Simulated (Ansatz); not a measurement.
Values for one crystal, relaxed and computed with DFT-LDA in the program Ansatz with PAW potentials; other levels are named.

- Volume per atom: 24.12 Å³
- Band gap: 0.75 eV (indirect)
- Debye temperature from the elastic constants: 222 K
- Zone-centre stability: no imaginary mode at Γ
- Conduction-band minimum: on the K–Γ line, 42 % of the way from K (6 equivalent valleys)
- Formation energy from the elements (no fitted shifts): -0.098 eV/atom
- Young's modulus: 90.1 GPa

Task: Which of these materials gives this?
A. BN, P6_3/mmc (B on 2d, N on 2c)
B. BeTe, zinc blende
C. MoS2, P6_3/mmc (Mo on 2b, S on 4f)
D. Te2W, P6_3/mmc (Te on 4f, W on 2c)

Result: D, Te2W, P6_3/mmc (Te on 4f, W on 2c)

The workflow started from a Materials Project entry (that database holds measured and hypothetical structures alike); the Crystallography Open Database copy checked does not list it. COD files the formula under space group No. 31. Its standing as an ambient phase is unchecked. Symmetry was held in the LDA relaxation. No spin polarisation was allowed. A crystal of weakly bound layers computed without a dispersion correction: the cell and the soft elastic constants depend strongly on that. The references are the lowest solids computed at this level, not always the standard phases. Spin–orbit coupling is left out wherever it is not named.

Potentials: the earlier of the program's two PAW sets. The files were generated under PBE; for other functionals the program regenerates the frozen cores, and for LDA and PBEsol the local potential too.
